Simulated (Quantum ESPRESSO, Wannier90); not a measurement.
# Wannier functions of CdSe (zinc blende)

Materials Project entry mp-2691; symmetrised, unrelaxed at this level. Not found in the COD (Crystallography Open Database) copy used, which has the formula in other groups; not checked further. Computed values, not measurements, from PBE: Quantum ESPRESSO (norm-conserving PseudoDojo potentials, cutoff 82 Ry, no spin polarisation, no spin-orbit coupling) on a Γ-centred 10×10×10 mesh, then Wannier90. Density: 10×10×10 mesh, cold smearing 0.01 Ry. Spin-orbit coupling, left out, would split the p-like bands by a few tenths of an eV.

```
begin unit_cell_cart
ang
    0.0000000000    3.0702700000    3.0702700000
    3.0702700000    0.0000000000    3.0702700000
    3.0702700000    3.0702700000    0.0000000000
end unit_cell_cart
mp_grid = 10 10 10
```

Neighbour vectors b of the finite-difference formula (Å⁻¹), by shell:

```
shell       b_x       b_y       b_z
-----  --------  --------  --------
1       0.10232   0.10232  -0.10232
1       0.10232  -0.10232   0.10232
1      -0.10232   0.10232   0.10232
1       0.10232   0.10232   0.10232
1      -0.10232  -0.10232   0.10232
1      -0.10232   0.10232  -0.10232
1       0.10232  -0.10232  -0.10232
1      -0.10232  -0.10232  -0.10232
```

Problem. Find the weights w_b from the completeness condition Σ_b w_b b_α b_β = δ_αβ.

Solution. Shell 1: Σ b_x² = 0.084, Σ b_y² = 0.084, Σ b_z² = 0.084 Å⁻²
Each of the three diagonal sums, weighted, has to give 1 and the off-diagonal ones 0, which holds for w_1 = 11.9 Å². Check on xx: 11.94×0.084 = 1.00.

On this mesh the 4 functions of bands 10,16-18 (valence bands; start: s functions at the bond centres, conv_tol = 1.0e-6) end with spreads 2.3656, 2.3656, 2.3656, 2.3656 Å², Ω_I = 9.0798 Å² and Ω_D = 0.0034 Å².

Ω_total is the sum of the spreads, 9.462 Å². Ω_OD = Ω_total − Ω_I − Ω_D = 0.379 Å². Only (Ω_D + Ω_OD)/Ω_total = 4.0 % depends on the gauge, and another start could lower the total by that share at most. The rms radius is √(Ω_total/4) = 1.54 Å.
